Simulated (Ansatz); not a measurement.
## Relaxing a structure of Co

The start is a generated cell, Co built in the AFLOW prototype A_cI16_206_c (as in Si). The structure is fully relaxed (lattice and positions, P = 0) with r2SCAN (plane waves to 500 eV, PAW, scalar-relativistic; Ansatz, a quantum-chemistry and plane-wave program). The first steps use a coarse 8×8×8 k-mesh.

The start:
```
CELL_PARAMETERS angstrom
     -2.81104     2.81104     2.81104
      2.81104    -2.81104     2.81104
      2.81104     2.81104    -2.81104
ATOMIC_POSITIONS crystal
  Co 0.29980 0.29980 0.29980
  Co 0.50000 0.00000 0.20020
  Co 0.00000 0.20020 0.50000
  Co 0.20020 0.50000 0.00000
  Co 0.70020 0.70020 0.70020
  Co 0.50000 0.00000 0.79980
  Co 0.00000 0.79980 0.50000
  Co 0.79980 0.50000 0.00000
```
Spin-polarised start, with parallel moments on Co.

- Initial pressure: +57.2 GPa (positive: the cell is compressed)
- Largest initial force: 2.90 eV/Å, on Co1, Co2, Co3, Co4, Co5, Co6, Co7, Co8 (atoms numbered as listed)
- Outcome: The space group stays Ia-3 (No. 206) (the run could not lower it); the end is AFLOW prototype A_cI16_206_c (as in Si), with 8 atoms in the primitive magnetic cell
- Energy released: 0.49 eV/atom
- Volume change: +25.8 %, from 11.11 to 13.97 Å³/atom
- Shortest distances (start → end): The closest pairs of elements (up to four, under 3.6 Å), start → end: Co–Co 1.95 → 2.17 Å
- Band gap at the end: zero (metallic)
- Optimiser moves: 7

Final values are on a 11×11×11 k-mesh of the relaxed cell. Spin state reached: ferromagnetic (net 1.92 μB/atom), from parallel starting moments; other spin orders were not run from this start. r2SCAN tends to overstate moments in metals.

The run could not lose the symmetry of its start, so the end can be a saddle point.

The relaxed structure here is a generated cell of Co: the first start was made by placing the elements on the sites of a structure type, and the end was not matched to a known phase here, so it may be hypothetical. Known forms of Co include space group No. 194.
